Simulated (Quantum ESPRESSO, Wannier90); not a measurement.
## Wannier functions of Mg(AlS₂)₂ (R-3m)

```xyz
7
Lattice="-1.8576 3.2175 0.0000 -3.7152 0.0000 0.0000 -1.8576 1.0725 12.9611" Properties=species:S:1:pos:R:3 pbc="T T T"
Mg     0.0000     0.0000     0.0000
Al     1.8576    -1.0725    -3.5514
Al    -1.8576     1.0725     3.5514
S      0.0000     0.0000     4.5190
S      0.0000     0.0000    -4.5190
S      1.8576    -1.0725    -1.3813
S     -1.8576     1.0725     1.3813
```

Materials Project entry mp-16755; symmetrised, unrelaxed at this level. Not found in the COD (Crystallography Open Database) copy used, which has the formula in other groups; not checked further. Method: PBEsol plane waves in Quantum ESPRESSO 7.5 (PseudoDojo norm-conserving files, 68 Ry, no spin polarisation, no spin-orbit coupling), Bloch states on a 4×4×4 mesh through Γ, Wannier90 4.0.1. Density: 10×10×10 mesh, cold smearing 0.01 Ry. The cell is built of weakly bound layers, chains or molecules, whose nearest atoms lie 4.47 Å apart. Database cells relaxed without dispersion often hold them too far apart, which can enlarge gaps and weakens couplings between them; spacing and stacking were not compared with the measured crystal.

Bands 9-20 form an isolated set from -6.44 to 0.00 eV relative to the valence-band maximum (on the path) and are turned into 12 Wannier functions by minimising the spread from the start: atomic waves S 3p.

Question: Where do the functions sit, how wide are they and what are they made of?

Answer: 
```
functions  spread (Å²)  nearest atom, distance (Å)  second atom, distance (Å)            weight on atomic waves
---------  -----------  --------------------------  -------------------------  --------------------------------
2                 1.87                      S 0.06                    Al 2.32              S 3p 85 %, Al 3p 7 %
4                 1.85                      S 0.24                    Al 2.18  S 3p 73 %, Al 3p 15 %, Al 3s 9 %
2                 2.05                      S 0.18                    Al 1.99   S 3p 76 %, Al 3s 9 %, Al 3p 6 %
4                 1.83                      S 0.04                    Al 2.16              S 3p 89 %, Al 3p 4 %
```

Ω_I = 22.22 Å², Ω_total = 22.56 Å²; the interpolated bands follow pw.x to 23 meV rms on the path. Only this start was tried; a symmetric start can stop on a saddle, and mixtures of these functions could lower the total by at most Ω_total − Ω_I.
